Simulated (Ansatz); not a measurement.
The start is a generated cell, HfN built in the AFLOW prototype AB_oP8_57_d_d (as in TlF). The cell and all atomic positions are relaxed at zero pressure with PBEsol (plane waves to 420 eV, PAW, scalar-relativistic; Ansatz, a program for electronic structure). The first steps use a coarse 5×5×5 k-mesh.

The start:
```
HfN
1.0
    5.38880     0.00000     0.00000
    0.00000     4.85221     0.00000
    0.00000     0.00000     4.58204
N Hf
4 4
Direct
  0.25500   0.50960   0.25000
  0.25500   0.99040   0.75000
  0.74500   0.00960   0.25000
  0.74500   0.49040   0.75000
  0.85930   0.56280   0.25000
  0.85930   0.93720   0.75000
  0.14070   0.06280   0.25000
  0.14070   0.43720   0.75000
```

```yaml
largest_initial_force: about 6.7 eV/Å, on Hf5, Hf6, Hf7, Hf8 (atoms numbered as listed)
energy_released: 1.27 to 1.28 eV/atom (the two k-meshes of the run give this range)
volume_change: -23.9 %, from 14.98 to 11.40 Å³/atom
Shortest distances (start → end): "The closest pairs of elements (up to four, under 3.6 Å), start → end: Hf–N 2.15 → 2.25 Å; Hf–Hf 2.81 → 3.18 Å; N–N 3.27 → 3.18 Å"
band_gap_at_the_end: no gap (metallic)
optimiser_moves: 11
```

Final structure:

```cif
data_Hf4N4
_chemical_formula_sum 'N4 Hf4'
_space_group_name_H-M_alt 'Fm-3m'
_space_group_IT_number 225
_space_group_name_Hall '-F 4 2 3'
_cell_length_a 4.50161
_cell_length_b 4.50161
_cell_length_c 4.50161
_cell_angle_alpha 90.000
_cell_angle_beta 90.000
_cell_angle_gamma 90.000
loop_
_atom_site_label
_atom_site_type_symbol
_atom_site_symmetry_multiplicity
_atom_site_Wyckoff_symbol
_atom_site_fract_x
_atom_site_fract_y
_atom_site_fract_z
_atom_site_occupancy
N1 N 4 b 0.50000 0.50000 0.50000 1
Hf1 Hf 4 a 0.00000 0.00000 0.00000 1
```
(The calculation used a cell of 2 atoms; values per cell refer to that cell.)

Final values are on a 18×18×18 k-mesh of the relaxed cell. No spin polarisation in the result. The relaxed primitive cell holds an odd number of electrons. A magnetic state may lie lower.

The run could not lose the symmetry of its start.
